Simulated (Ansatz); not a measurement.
A geometry of NaZnF3 away from equilibrium: the start of the relaxation of a generated trial cell of NaZnF3 in the GdFeO3 structure type. Calculation: r2SCAN (plane waves to 500 eV, PAW, scalar-relativistic; Ansatz, an electronic-structure program). Γ-centred k-mesh 4×3×4 on the run's cell (coarser than for final values), Fermi–Dirac smearing 0.05 eV.

```xyz
20
Lattice="5.4564 0.0000 0.0000 0.0000 7.6989 0.0000 0.0000 0.0000 5.4381" Properties=species:S:1:pos:R:3:forces:R:3 pbc="T T T" free_energy=-28993.967 pressure_GPa=6.0
Na     2.6611     1.9247     5.3925   -0.1846    0.0000    0.0507
Na     5.3892     1.9247     2.7648   -0.1846    0.0000   -0.0507
Na     2.7953     5.7742     0.0457    0.1846    0.0000   -0.0507
Na     0.0671     5.7742     2.6734    0.1846    0.0000    0.0507
Zn     0.0000     0.0000     0.0000    0.0000    0.0000    0.0000
Zn     2.7282     3.8495     2.7191    0.0000    0.0000    0.0000
Zn     0.0000     3.8495     0.0000    0.0000    0.0000    0.0000
Zn     2.7282     0.0000     2.7191    0.0000    0.0000    0.0000
F      0.1708     1.9247     0.3187   -0.0066    0.0000    0.5908
F      2.8990     1.9247     2.4004   -0.0066    0.0000   -0.5908
F      5.2856     5.7742     5.1195    0.0066    0.0000   -0.5908
F      2.5574     5.7742     3.0377    0.0066    0.0000    0.5908
F      1.5714     4.1343     1.1583    0.1327    0.1719   -0.2910
F      4.2996     7.4141     1.5607    0.1327   -0.1719    0.2910
F      3.8849     0.2849     4.2798   -0.1327    0.1719    0.2910
F      1.1567     3.5646     3.8774   -0.1327   -0.1719   -0.2910
F      3.8849     3.5646     4.2798   -0.1327   -0.1719    0.2910
F      1.1567     0.2849     3.8774   -0.1327    0.1719   -0.2910
F      1.5714     7.4141     1.1583    0.1327   -0.1719   -0.2910
F      4.2996     4.1343     1.5607    0.1327    0.1719    0.2910
```

Positions in Å, forces in eV/Å, free energy of the cell in eV (comparable only within this code, potentials and settings). Largest force: 0.59 eV/Å, on F9, F10, F11, F12 (atoms numbered as listed); the geometry lies 0.04 eV/atom above the end of its relaxation.

No spin polarisation in the result.

The run could not lose the symmetry of its start.

The first start was generated by placing the elements on the sites of a structure type. A measured structure of NaZnF3 has the same space group, Pnma (No. 62); the sites were not compared with it.
